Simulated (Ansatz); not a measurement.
Here is the system:

ZnO:
Space group P4/nmm, origin choice 1 (No. 129); a = 3.9108 Å, b = 3.9108 Å, c = 3.4149 Å, α = 90.00°, β = 90.00°, γ = 90.00°

| atom | site | symmetry | x | y | z |
|---|---|---|---|---|---|
| Zn | 2c | 4mm | 0.5000 | 0.0000 | 0.0615 |
| O | 2a | -4m2 | 0.0000 | 0.0000 | 0.0000 |

This is the LDA-relaxed structure.

Task: All from DFT-LDA in the program Ansatz with PAW potentials, unless another level is named. Give the electronic character.

Result: metallic (no gap).

Task: Next, the formation energy from the elements (no fitted shifts)?

Result: -1.08 eV/atom.

Task: Next, the density of states at the Fermi level?

Result: 0.06 states/eV per atom (mean over ±0.08 eV).

The cell is a constructed one: a structure type filled with these elements; neither database checked (COD, Materials Project) lists it. It is not the phase usual at ambient conditions (space group No. 186). Symmetry was held in the LDA relaxation. At this level the phase is dynamically unstable (imaginary phonons). A crystal of weakly bound layers computed without a dispersion correction: the cell and the soft elastic constants depend strongly on that. The references are the lowest solids computed at this level, not always the standard phases (solids in place of the gases).

Potentials: the later of the program's two PAW sets.
